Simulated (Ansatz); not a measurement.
SnTe:
```
SnTe
1.0
    0.00000     3.20472     3.20472
    3.20472     0.00000     3.20472
    3.20472     3.20472     0.00000
Te Sn
1 1
Direct
  0.50000   0.50000   0.50000
  0.00000   0.00000   0.00000
```

Relaxed with PBE. Special points in fractions of this cell's reciprocal vectors: Γ (0.000, 0.000, 0.000); X (0.500, 0.000, 0.500); U (0.625, 0.250, 0.625); K (0.375, 0.375, 0.750); L (0.500, 0.500, 0.500); W (0.500, 0.250, 0.750).

Task: List the band energies nearest the valence-band maximum at these points for PBE with spin–orbit coupling (plane waves, PAW; program Ansatz).

Result: In eV from the valence-band maximum; about four levels below and three above (degenerate sets whole), none deeper than 8.9 eV; points with the same levels are listed once.

```json
[
 {"k": "Γ", "below": "-1.68 -1.68 -1.68 -1.68", "above": "2.74 2.74 3.58 3.58 3.58 3.58"},
 {"k": "X", "below": "-3.66 -3.66 -3.22 -3.22", "above": "2.46 2.46 4.36 4.36"},
 {"k": "U", "below": "-3.05 -3.05 -2.45 -2.45", "above": "2.76 2.76 3.25 3.25"},
 {"k": "L", "below": "-1.36 -1.36 0.00 0.00", "above": "0.11 0.11 0.45 0.45"},
 {"k": "W", "below": "-4.38 -4.38 -0.76 -0.76", "above": "0.91 0.91 4.54 4.54"}
]
```

Space group Fm-3m (rock salt). Symmetry was held in the PBE relaxation. At this level the phase is dynamically unstable (imaginary phonons).

Potentials: the later of the program's two PAW sets.
